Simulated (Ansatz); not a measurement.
GaN:
Space group P6₄22 (No. 181); a = 3.112 Å, b = 3.112 Å, c = 7.351 Å, α = 90.00°, β = 90.00°, γ = 120.00°

```json
[
 {"atom": "Ga", "site": "3d", "symmetry": "222", "x": "0.5000", "y": "0.0000", "z": "0.5000"},
 {"atom": "N", "site": "3c", "symmetry": "222", "x": "0.5000", "y": "0.0000", "z": "0.0000"}
]
```

Relaxed with r²SCAN+D4. Plane-wave PAW r²SCAN+D4 (Ansatz code) gives a gap of 1.98 eV.

Task: What gap does HSE06 give on the same cell (Ansatz, PAW)?

Result: 2.76 eV, 0.78 eV more. The hybrid was solved on a coarser mesh and at special points; its gap is the smallest among all of these.

| k | v1 r²SCAN+D4 | c1 r²SCAN+D4 | v1 HSE06 | c1 HSE06 |
|---|---|---|---|---|
| Γ | -0.06 | 1.98 | -0.06 | 2.76 |
| A | 0.00 | 3.80 | ? | ? |
| K | -1.53 | 5.05 | ? | ? |
| H | -1.10 | 5.20 | -1.17 | 5.98 |
| M | -1.27 | 3.39 | ? | ? |
| L | -1.31 | 4.08 | ? | ? |

Task: Top valence (v1) and lowest conduction level (c1) in eV from each method's valence maximum (which need not be a listed point): supply the withheld HSE06 values.

Result: 
- M, v1 HSE06: -1.36
- M, c1 HSE06: 4.06
- A, v1 HSE06: 0.00
- A, c1 HSE06: 4.59
- K, v1 HSE06: -1.61
- K, c1 HSE06: 5.95
- L, v1 HSE06: -1.37
- L, c1 HSE06: 4.89

Cost on shared cores: the r²SCAN+D4 run (SCF on a 10×10×4 mesh, then bands and DOS) around 30 core-seconds (rough), the HSE06 run (SCF on 6×6×3, then a few points) about 90 core-seconds (a rough figure); the tasks are unlike.

Space group P6_422. The start of the workflow was typed in or built on a structure type; neither database checked (COD, Materials Project) lists it. It is not the phase usual at ambient conditions (space group No. 186, 216). The cell was relaxed with r²SCAN+D4 under the symmetry of its start; its stability against distortions is not shown here. The volume moved by -23 % from the start of the relaxation. Spin–orbit coupling is left out wherever it is not named.

Potentials: the later of the program's two PAW sets.
